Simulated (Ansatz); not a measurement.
ZnO (wurtzite)

```
CELL_PARAMETERS angstrom
      3.27991     0.00000     0.00000
     -1.63996     2.84049     0.00000
      0.00000     0.00000     5.29408
ATOMIC_POSITIONS crystal
  Zn 0.66667 0.33333 0.00214
  Zn 0.33333 0.66667 0.50214
  O  0.66667 0.33333 0.62306
  O  0.33333 0.66667 0.12306
```

Equation-of-state scan: isotropic scaling of the cell above, V₀ being its volume. The atoms relax within the cell's symmetry.

The numbers are results of PBE (plane waves to 420 eV, PAW, scalar-relativistic; Ansatz, a first-principles code), not measurements. k mesh 12×12×6 (Γ-centred), Fermi-Dirac smearing 0.05 eV. The energy includes the smearing's −TS. Stress and pressure are positive under compression. With the shape held, the modulus is that of even scaling; a crystal free to change shape is softer. The PAW data are Ansatz's earlier set. ZnO was relaxed with its symmetry unable to fall. ΔE is measured from the relaxed starting cell.

```tsv
V (Å³/atom)	ΔE (meV/atom)
11.098	60.2
11.344	37.0
11.591	20.0
11.837	8.6
12.084	2.1
12.331	0.0
12.577	1.9
12.824	withheld
13.070	16.1
13.317	27.7
13.564	41.8
```

Question: Fit a third-order Birch-Murnaghan form (E₀, V₀, B₀, B₀′ free) to the given rows and predict ΔE at V = 12.824.

Answer: Least squares on the 10 given rows: ΔE = E₀ + (9V₀B₀/16)·y²·[2 + (B₀′ − 4)y], y = (V₀/V)^(2/3) − 1, with V₀ = 12.330 Å³/atom, B₀ = 129.2 GPa (160.2 GPa = 1 eV/Å³; the term in eV is multiplied by 1000), B₀′ = 4.49, E₀ = 0.01 meV/atom; root-mean-square residual 0.03 meV/atom. At 12.824 the fit gives 7.4 meV/atom; the calculation gives 7.4 meV/atom, the same to the digits shown. For the pressure the fit gives -4.6 GPa against the computed -4.6 GPa.

(A scan under strain: stresses follow from slopes of the energy per volume, elastic moduli from its curvatures.)
